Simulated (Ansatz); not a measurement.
Cs (bcc (W type), Im-3m) under volume change, DFT-PBE+D3(BJ) in the program Ansatz with PAW potentials, scaled uniformly.

```csv
V (Å³/atom),E − E(relaxed) (meV/atom),P (GPa)
100.265,6.7,0.23
103.571,2.9,0.15
106.876,(withheld),(withheld)
110.182,0.0,0.00
113.487,0.6,-0.06
116.793,2.4,-0.11
120.098,(withheld),(withheld)
```

Problem. Fill in the missing entries.

Solution. 
- 120.098, E − E(relaxed) (meV/atom): 5.2
- 120.098, P (GPa): -0.16
- 106.876, E − E(relaxed) (meV/atom): 0.7
- 106.876, P (GPa): 0.07

Problem. What does a third-order Birch–Murnaghan fit give for V₀, B₀ and B′?

Solution. V₀ = 110.19 Å³/atom, B₀ = 2.1 GPa, B′ = 3.1.

Symmetry was held in the PBE+D3(BJ) relaxation. The pairwise dispersion correction was not fitted to metals. Scalar-relativistic: spin–orbit coupling is off unless named, which matters more the heavier the elements.

Potentials: the later of the program's two PAW sets.
